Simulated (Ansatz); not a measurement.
CuI (zinc blende), relaxed with HSE06 (Ansatz, an electronic-structure program, plane waves, PAW): a = 6.094 Å, b = 6.094 Å, c = 6.094 Å, α = 90.00°, β = 90.00°, γ = 90.00°.

```
Item                  Value
--------------------  -----
gap (eV)               2.60
B₀ by P(V) fit (GPa)   36.7
```

Q: The same phase is relaxed and computed with PBE in the same code. What are the cell and these values now?

A: a = b = c = 6.0790 Å, α = β = γ = 90.00°.

* **gap (eV)**: 1.10
* **B₀ by P(V) fit (GPa)**: 39.0

All cells were relaxed under the symmetry of their starts (and spin orders); stability against distortions was not tested throughout. Rows with no word on spin ran without spin polarisation. Spin–orbit coupling is left out wherever it is not named.

Potentials: the later of the program's two PAW sets.

Ansatz is a plane-wave DFT program.
